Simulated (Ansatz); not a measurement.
Na, DFT, PBEsol, all-electron LAPW, scalar-relativistic (Ansatz 0.2.0), run on 1 thread of Arm Neoverse V1 on a shared host.

The cell is a measured one (Crystallography Open Database entry 9011002); the temperature and pressure of the measurement aren't taken into account, and nothing was relaxed. The listed cell was then made from it by scaling, straining or moving an atom.

Command: `ansatz run input.yaml --threads 1 --pin off --max-ram 3072MiB --backend cpu --events-out ev --progress --plain --runs-dir out`

```yaml
crystal:
  lattice:
    - [-2.138675, 2.1175, 2.1175]
    - [2.1175, -2.138675, 2.1175]
    - [2.1175, 2.1175, -2.138675]
  atoms:
    - { symbol: Na, position: [0.0, 0.0, 0.0] }
kpoints:
  mp_grid: { grid: [12, 12, 12] }
  band_path:
    path:
      - [0.0, 0.0, 0.0]
      - [0.0, 0.0, 0.5]
      - [-0.5, 0.5, 0.5]
      - [-0.7524689983, 0.2475310017, 0.2475310017]
      - [0.2475310017, 0.2475310017, 0.2475310017]
      - [0.0, 0.0, 0.0]
      - [-0.5, 0.0, 0.5]
    npoints: 5
scf:
  occupations: { method: fermi_dirac, width: 0.05 }
hamiltonian:
  xc: pbesol
  pseudopotentials: { kind: all_electron, lapw: { basis_error: 0.00025 } }
output:
  forces: true
  stress: true
  eigenvalues: true
```

How large is the problem that the program sets up?

189 irreducible k-points, 79 plane waves at Γ, 9 bands.

Estimate the wall time and the peak memory.

6.5 s of wall time for 6 SCF iterations, with a peak of 0.24 GiB. Times on shared machines scatter by tens of per cent.
